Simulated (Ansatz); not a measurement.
Consider the following.

LiGeN:
```yaml
crystal:
  lattice:
    - [2.97922, 0.00000, 0.00000]
    - [-1.48961, 2.58008, 0.00000]
    - [0.00000, 0.00000, 9.32142]
  atoms:
    - { symbol: Li, position: [0.66667, 0.33333, 0.74328] }
    - { symbol: Li, position: [0.33333, 0.66667, 0.24328] }
    - { symbol: Ge, position: [0.00000, 0.00000, 0.49785] }
    - { symbol: Ge, position: [0.00000, 0.00000, 0.99785] }
    - { symbol: N, position: [0.33333, 0.66667, 0.60351] }
    - { symbol: N, position: [0.66667, 0.33333, 0.10351] }
```

This is the PBEsol-relaxed structure.

Question: All from PBEsol (plane waves, PAW; program Ansatz), unless another level is named. Predict the Hill bulk and shear moduli.

Answer: 79.5 and 50.1 GPa.

Question: And the highest zone-centre frequency (without LO–TO term)?

Answer: 635 cm⁻¹.

Space group P6_3mc. The workflow started from a Materials Project entry (that database holds measured and hypothetical structures alike); the Crystallography Open Database copy checked does not list it. Its standing as an ambient phase is unchecked. Symmetry was held in the PBEsol relaxation; whether a distortion lowers the energy is not shown.

Potentials: the later of the program's two PAW sets.
